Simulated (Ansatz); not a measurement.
ScGa in space group Cmcm (No. 63; Sc on 4c, Ga on 4c) under volume change, plane-wave PAW r²SCAN (Ansatz code), shape and atoms relaxed at each volume.

| V (Å³/atom) | E − E(relaxed) (meV/atom) | P (GPa) |
|---|---|---|
| 18.716 | 20.5 | 5.79 |
| 19.314 | 4.9 | 2.67 |
| 19.911 | 0.0 | 0.00 |
| 20.508 | (withheld) | (withheld) |
| 21.106 | (withheld) | (withheld) |

Task: What belongs in the gaps?

Result: 
- 21.106, E − E(relaxed) (meV/atom): 16.6
- 21.106, P (GPa): -4.24
- 20.508, E − E(relaxed) (meV/atom): 4.4
- 20.508, P (GPa): -2.29

Task: What does a third-order Birch–Murnaghan fit give for V₀, B₀ and B′?

Result: V₀ = 19.91 Å³/atom, B₀ = 82.2 GPa, B′ = 4.1.

The workflow started from an entry of the Crystallography Open Database (COD). Whether it is the stable phase at ambient conditions was not checked. The cell was relaxed with r²SCAN under the symmetry of its start; its stability against distortions is not shown here. The run is not spin-polarised. Spin–orbit coupling is left out wherever it is not named.

Potentials: the later of the program's two PAW sets.
